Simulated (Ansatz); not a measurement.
Given:

Cu3Sn:
Space group Pmmn, origin choice 1 (No. 59); a = 4.2505 Å, b = 5.4447 Å, c = 4.7780 Å, α = β = γ = 90.00°

| atom | site | symmetry | x | y | z |
|---|---|---|---|---|---|
| Cu | 2b | mm2 | 0.5000 | 0.0000 | 0.2974 |
| Cu | 4e | m.. | 0.0000 | 0.2467 | 0.1545 |
| Sn | 2a | mm2 | 0.0000 | 0.0000 | 0.6553 |

This is the PBEsol-relaxed structure.

Question: All from PBEsol in the plane-wave PAW code Ansatz, unless another level is named. Estimate the density of states at the Fermi level.

Answer: 0.26 states/eV per atom (mean over ±0.08 eV).

Question: What about the formation energy from the elements (no fitted shifts)?

Answer: -0.010 eV/atom.

Question: And the gap with spin–orbit coupling?

Answer: none (metallic).

The workflow started from a Materials Project entry (that database holds measured and hypothetical structures alike); the Crystallography Open Database files this formula in space group No. 59, but the cells were not matched. Whether it is the stable phase at ambient conditions was not checked. The PBEsol relaxation kept the symmetry of its start; of distortions, only those at the zone centre were tested. The run is not spin-polarised. Axis ratios of metals converge slowly with the k-mesh, so a and c are less sure than the volume. The references are the lowest solids computed at this level, not always the standard phases. Spin–orbit coupling is left out wherever it is not named.

Potentials: the later of the program's two PAW sets.
